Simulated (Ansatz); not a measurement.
## Elastic constants of CdS (P6_3mc) under pressure

```
CELL_PARAMETERS angstrom
4.07343 0.00000 0.00000
-2.03672 3.52769 0.00000
0.00000 0.00000 6.63872
ATOMIC_POSITIONS crystal
Cd 0.33333 0.66667 0.99948
Cd 0.66667 0.33333 0.49948
S 0.33333 0.66667 0.37552
S 0.66667 0.33333 0.87552
```

This is the zero-pressure cell. At each pressure cell and atoms are relaxed in this structure, and the constants are slopes of the stress at strains of ±0.005 with relaxed ions (the coefficients that govern stability under load). Level: LDA, PAW on Ansatz 0.2.0's default frozen-core files (fitted under PBE), scalar-relativistic; k mesh 6×6×4, strains of ±0.005, fixed occupations, cutoff 420 eV. P is the pressure of the relaxed cell, less that of this one.

| P (GPa) | V/V₀ | C11 (GPa) | C12 (GPa) | C13 (GPa) | C33 (GPa) | C44 (GPa) |
| --- | --- | --- | --- | --- | --- | --- |
| 0.00 | 1.0000 | 93.5 | 58.3 | 50.6 | 104.3 | 15.7 |
| 1.03 | 0.9855 | 97.0 | 63.5 | 55.8 | 108.1 | 15.1 |
| 1.99 | ? | ? | ? | ? | ? | ? |
| 4.00 | 0.9491 | 105.9 | 78.3 | 70.8 | 118.8 | 12.9 |
| 7.00 | 0.9185 | 113.2 | 93.4 | 85.8 | 129.0 | 10.5 |
| 10.00 | 0.8925 | 37.6 | 66.7 | 74.3 | 139.1 | 7.9 |

Task: Does the bulk modulus from the constants agree with the pressure-volume curve?

Result: A third-order Birch-Murnaghan fit to the volumes shown (F against f, f = [(V₀/V)^(2/3) − 1]/2) gives B₀ = 67.9 GPa and B′ = 4.5. Its −V dP/dV stands beside the Reuss value 1/ΣS_ij (i, j ≤ 3):

```csv
P (GPa),from P(V),from the constants
0.00,67.9,67.8
1.03,72.5,72.5
4.00,85.5,85.6
7.00,98.2,98.2
10.00,110.7,40.6
```

Task: What are the pressure derivatives at zero pressure?

Result: Slopes at V₀ of quadratic fits in −ln(V/V₀) through the first four rows shown, divided by B₀: dC11/dP = 3.6, dC12/dP = 4.9, dC13/dP = 5.0, dC33/dP = 3.8, dC44/dP = -0.6. The mean slopes up to 4.0 GPa are 3.1, 5.0, 5.0, 3.6, -0.7; curvature and scatter of the constants part the two.

Task: Fill the row at 1.99 GPa.

Result: Cubic fits in −ln(V/V₀) through all rows shown give C11 = 95.4, C12 = 65.9, C13 = 59.2, C33 = 111.7, C44 = 14.4 GPa. Computed: V/V₀ = 0.9728, C11 (GPa) = 100.0, C12 (GPa) = 68.3, C13 (GPa) = 60.7, C33 (GPa) = 111.6, C44 (GPa) = 14.4.

Task: Does a shear stiffness soften?

Result: C44 goes from 15.7 to 7.9 GPa; (C11 − C12)/2 goes from 17.6 to -14.5 GPa. The lattice turns mechanically unstable between 7.0 and 10.0 GPa, where the matrix gains a negative eigenvalue.

Known limits: no other phase was computed; many crystals of this kind change structure within this range, and rows or crossings beyond such a change describe a metastable lattice; frozen-core PAW files fitted under PBE, their cores solved anew for the functional of the run; constants at zero field, no piezoelectric stiffening; phonons weren't checked at these pressures.
